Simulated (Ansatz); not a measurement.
Trial structure of MgZn3O3, not yet relaxed:

```
Mg Zn O
1.0
     2.57726    0.00000    0.00000
     0.00000    2.90913    0.00000
     0.00000    0.00000    6.72160
Mg Zn O
1 3 3
Direct
  0.50000 0.00000 0.00000
  0.50000 0.50000 0.17805
  0.50000 0.50000 0.82195
  0.00000 0.00000 0.50000
  0.50000 0.00000 0.32195
  0.00000 0.50000 0.00000
  0.50000 0.00000 0.67805
```

Level of theory: Ansatz, DFT PBE, scalar-relativistic, plane waves, PAW. Cutoff 420 eV; k points 6×6×4 on the computed 7-atom cell (Γ-centred); Gaussian smearing, width 0.10 eV; no spin polarisation.

Energies over the elements count from the elements' standard structures at the same level (O₂ as a molecule), with no fitted energy shifts.

Q: How far from equilibrium is it?

A: The pressure is 243.8 GPa (the mean over three directions, positive in compression), the largest force is 15.98 eV/Å, and the energy is +2.39 eV/atom against the elements. The shortest distance is 1.75 Å, so close that the PAW spheres overlap strongly and these values are rough.

Q: Is it a good guess?

A: A poor one: relaxing gains about 3.5 eV/atom (the start's value is from the coarse mesh, so the gain is rough) in 26 ionic steps and ends at −1.08 eV/atom on the finer mesh. The symmetry stays Pmmm (No. 47). The volume per atom grows by 66.5 %, from 7.2 to 12.0 Å³. The shortest distance goes from 1.75 Å (Zn–O) to 1.92 Å (Mg–O). Conventional cell: a = 3.040 Å, b = 4.127 Å, c = 6.687 Å. Around Mg lie 2 O at 1.92 Å, 4 O at 2.56 Å and 4 Zn at 2.85 Å; around Zn on a site of symmetry mm2 lie 2 O at 2.06 Å, 2 O at 2.49 Å, 5 Zn at 2.75–2.91 Å and 2 Mg at 2.85 Å; around O on a site of symmetry mm2 lie 1 Mg at 1.92 Å and 4 Zn at 2.06–2.08 Å; 2 more sites not described.

The last run used a 12×10×6 mesh (in the run's order of axes) for its 7-atom cell and Gaussian smearing of 0.10 eV. The relaxation can't lower the symmetry of the start, and the grade says only how near the guess is to its own end. Symmetry constrained the relaxation, so the result can be a saddle point.
